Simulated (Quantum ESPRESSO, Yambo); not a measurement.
LiBaF₃: DFT and GW levels

```cif
data_BaF3Li
_chemical_formula_sum 'Li1 F3 Ba1'
_space_group_name_H-M_alt 'P 1'
_space_group_IT_number 1
_cell_length_a 3.98858
_cell_length_b 3.98858
_cell_length_c 3.98858
_cell_angle_alpha 90.000
_cell_angle_beta 90.000
_cell_angle_gamma 90.000
loop_
_space_group_symop_operation_xyz
  'x, y, z'
loop_
_atom_site_label
_atom_site_type_symbol
_atom_site_fract_x
_atom_site_fract_y
_atom_site_fract_z
_atom_site_occupancy
Li1 Li 0.50000 0.50000 0.50000 1
F1 F 0.00000 0.50000 0.50000 1
F2 F 0.50000 0.00000 0.50000 1
F3 F 0.50000 0.50000 0.00000 1
Ba1 Ba 0.00000 0.00000 0.00000 1
```

The geometry is that of Materials Project entry mp-10250, symmetrised and not relaxed again.

Starting point: PBEsol (pw.x of Quantum ESPRESSO, ONCV potentials, scalar-relativistic). G0W0 in Yambo: 4×4×4 Γ-centred k mesh, bands 2 to 121 and a 8 Ry block in the screening, 121 bands in G with the Bruneval-Gonze terminator, plasmon pole fitted at 27.2 eV.

```
Quantity                                            Result
-------------------------------------------------  -------
PBEsol gap along the band path                     6.61 eV
PBEsol gap between the mesh's edge points (Γ → Γ)  6.61 eV
G0W0 gap between the same points                   9.84 eV
```

| k point | band | E PBEsol (eV) | E QP (eV) | shift (eV) | Z |
|---|---|---|---|---|---|
| Γ | VB | 0.00 | -2.11 | -2.11 | 0.81 |
| Γ | CB | 6.61 | 7.73 | 1.12 | 0.87 |
| X | VB | -0.46 | -2.66 | -2.20 | 0.80 |
| X | CB | 8.05 | 9.37 | 1.32 | 0.86 |
| M | VB | -0.18 | -2.30 | -2.11 | 0.80 |
| M | CB | 8.84 | 10.20 | 1.36 | 0.86 |
| R | VB | -0.16 | -2.26 | -2.10 | 0.80 |
| R | CB | 8.02 | 9.28 | 1.26 | 0.87 |

Energies count from the PBEsol valence-band maximum.

Nearest settings tried, and what they do to the gap: 79 bands in G: +24 meV; 48 bands in W, 48 bands in G: +267 meV; 3 Ry block (57 vectors against 179): +280 meV. Not varied: mesh. So the settings aren't converged at that level.

The cell is held in this high symmetry; tilts and polar distortions were not searched.

The structure is a Materials Project entry; no match was found in the copy of COD used, and its stability was not checked.
